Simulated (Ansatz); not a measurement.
CaTiO₃:
```yaml
crystal:
  lattice:
    - [3.78444, -3.82426, 0.00000]
    - [3.78444, 3.82426, 0.00000]
    - [0.00000, 0.00000, 7.63966]
  atoms:
    - { symbol: Ca, position: [0.51529, 0.48471, 0.25000] }
    - { symbol: Ca, position: [0.48471, 0.51529, 0.75000] }
    - { symbol: Ca, position: [0.00921, 0.99079, 0.25000] }
    - { symbol: Ca, position: [0.99079, 0.00921, 0.75000] }
    - { symbol: Ti, position: [0.00000, 0.50000, 0.50000] }
    - { symbol: Ti, position: [0.00000, 0.50000, 0.00000] }
    - { symbol: Ti, position: [0.50000, 0.00000, 0.50000] }
    - { symbol: Ti, position: [0.50000, 0.00000, 0.00000] }
    - { symbol: O, position: [0.94825, 0.45838, 0.25000] }
    - { symbol: O, position: [0.05175, 0.54162, 0.75000] }
    - { symbol: O, position: [0.45838, 0.94825, 0.75000] }
    - { symbol: O, position: [0.54162, 0.05175, 0.25000] }
    - { symbol: O, position: [0.29283, 0.70717, 0.04511] }
    - { symbol: O, position: [0.70717, 0.29283, 0.95489] }
    - { symbol: O, position: [0.70717, 0.29283, 0.54511] }
    - { symbol: O, position: [0.29283, 0.70717, 0.45489] }
    - { symbol: O, position: [0.20400, 0.20400, 0.00000] }
    - { symbol: O, position: [0.79600, 0.79600, 0.00000] }
    - { symbol: O, position: [0.79600, 0.79600, 0.50000] }
    - { symbol: O, position: [0.20400, 0.20400, 0.50000] }
```

This is the PBEsol-relaxed structure.

### Question
All from PBEsol in the plane-wave PAW code Ansatz, unless another level is named. Estimate the bulk modulus (Birch–Murnaghan fit).

### Answer
186 GPa.

### Question
Give the highest zone-centre frequency (without LO–TO term).

### Answer
817 cm^-1.

Space group Cmcm. The first step of the workflow began from a Materials Project structure, measured or hypothetical; the Crystallography Open Database copy checked does not list it. COD files the formula under space group No. 11, 62, 65, 140, 221. Its standing as an ambient phase is unchecked. The cell was relaxed with PBEsol under the symmetry of its start. At this level the phase is dynamically unstable (imaginary phonons). No spin polarisation was allowed.

Potentials: the later of the program's two PAW sets.
